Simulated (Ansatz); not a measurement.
Relaxed-ion elastic tensor of SrCoO$_{3}$ (cubic perovskite, space group No. 221) in GPa (Voigt order), PBEsol in the plane-wave PAW code Ansatz; density 6.03 g/cm³, 10.71 Å³ per atom.

```
242  136  136  0.0  0.0  0.0
136  242  136  0.0  0.0  0.0
136  136  242  0.0  0.0  0.0
0.0  0.0  0.0  107  0.0  0.0
0.0  0.0  0.0  0.0  107  0.0
0.0  0.0  0.0  0.0  0.0  107
```

Q: Is the crystal mechanically stable?

A: Yes: the smallest eigenvalue of C is 106 GPa.

Q: Work out the Voigt, Reuss and Hill averages.

A: K_V = 171, K_R = 171, K_H = 171; G_V = 85.2, G_R = 75.8, G_H = 80.5 GPa.

Q: Give Young's modulus, Poisson's ratio, Pugh's ratio and the universal anisotropy index.

A: E = 9KG/(3K + G) = 209 GPa; ν = 0.30; K/G = 2.13 (ductile by the Pugh limit of 1.75); A_U = 5G_V/G_R + K_V/K_R − 6 = 0.62.

Q: Estimate the sound speeds and the Debye temperature.

A: v_l = √((K + 4G/3)/ρ) = 6800 m/s, v_t = √(G/ρ) = 3650 m/s, mean 4080 m/s; Θ = (h/k)(3n/4πV)^(1/3) v_m = 551 K.

Space group Pm-3m (cubic perovskite). The first step of the workflow began from a Materials Project structure, measured or hypothetical; the Crystallography Open Database files this formula in space group No. 221, but the cells were not matched. Its standing as an ambient phase is unchecked. The PBEsol relaxation kept the symmetry of its start; its stability against distortions is not shown here. Spin order of the final state: ferromagnetic, chosen from 4 collinear starts compared on coarse meshes (ties went to the first, and starts can fall back to one state), not a proven ground state. No Hubbard U is applied. As this level gives no gap, shear constants depend on the k-mesh and smearing (Fermi–Dirac, 0.1 eV here). On the denser mesh and wider smearing of the elastic run this cell carries a stress of 0.3 GPa.

Potentials: the later of the program's two PAW sets.
